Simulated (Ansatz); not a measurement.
Problem. Each is relaxed and computed with plane-wave PAW PBEsol (Ansatz code). Which is the only one with a gap?
A. Cu3Ge, Pmmn (Cu on 2b, Cu on 4e, Ge on 2a)
B. ZnCu2GeS4, I-4 (Pearson symbol tI16)
C. Ti3Ge, I-4 (Ti on 8g, Ti on 8g, Ti on 8g, Ge on 8g)
D. CaZn2Ge2, I4/mmm (Ge on 4e, Ca on 2a, Zn on 4d)

Solution. B, ZnCu2GeS4, I-4 (Pearson symbol tI16). ZnCu2GeS4: gap 0.60 eV (direct); CaZn2Ge2: metal; Ti3Ge: metal; Cu3Ge: metal. Standing as an ambient phase not checked: CaZn2Ge2, I4/mmm (Ge on 4e, Ca on 2a, Zn on 4d); Ti3Ge, I-4 (Ti on 8g, Ti on 8g, Ti on 8g, Ge on 8g); Cu3Ge, Pmmn (Cu on 2b, Cu on 4e, Ge on 2a). Unstable at this level: CaZn2Ge2, I4/mmm (Ge on 4e, Ca on 2a, Zn on 4d). All cells were relaxed under the symmetry of their starts (and spin orders); stability against distortions was not tested throughout. Rows with no word on spin ran without spin polarisation. Scalar-relativistic: spin–orbit coupling is off unless named, which matters more the heavier the elements.

Potentials: the later of the program's two PAW sets.
